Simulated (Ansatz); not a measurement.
## One input, then a changed one: Rb (sc type)

First run: DFT, LDA, PAW with Ansatz's default frozen-core files, scalar-relativistic (Ansatz 0.2.0).

Command: `ansatz run input.yaml --threads 1 --pin off --max-ram 2048MiB --backend cpu --events-out ev --progress --plain --runs-dir out` It took 2.1 s on 1 thread of Arm Neoverse V1, with other jobs on the host, peak memory 0.26 GiB.

```yaml
crystal:
  lattice:
    - [3.2231636923, 0.0, 0.0]
    - [0.0, 3.2231636923, 0.0]
    - [0.0, 0.0, 3.2231636923]
  atoms:
    - { symbol: Rb, position: [0.0, 0.0, 0.0] }
kpoints:
  mp_grid: { grid: [10, 10, 10] }
  band_path:
    path:
      - [0.0, 0.0, 0.0]
      - [0.0, 0.5, 0.0]
      - [0.5, 0.5, 0.0]
      - [0.0, 0.0, 0.0]
      - [0.5, 0.5, 0.5]
      - [0.0, 0.5, 0.0]
      - [0.5, 0.5, 0.5]
      - [0.5, 0.5, 0.0]
    npoints: 8
scf:
  occupations: { method: fermi_dirac, width: 0.05 }
hamiltonian:
  xc: lda
  pseudopotentials: { kind: paw }
output:
  forces: true
  stress: true
  eigenvalues: true
  populations: true
  dos: { projected: true, de: 0.2, e_range: [-14, 8] }
```

The cell comes from a relaxation on PAW files under the same functional, begun from a prototype that needn't be the stable phase.

This run: volume at 0.4 of the series' base cell.

It converges in 6 SCF iterations at a pressure of 8.93 GPa, cutoff 420 eV.

The input is then changed:

```diff
   occupations: { method: fermi_dirac, width: 0.05 }
+  mixing: { algorithm: broyden, beta: 0.1 }
 hamiltonian:
   populations: true
-  dos: { projected: true, de: 0.2, e_range: [-14, 8] }
+basis:
+  ecutrho_ratio: 6
```

Problem. Predict the outcome of the changed run.

Solution. It converges in 8 SCF iterations at a pressure of 8.93 GPa, cutoff 420 eV, free energy 0.0 meV/atom against the first run's.
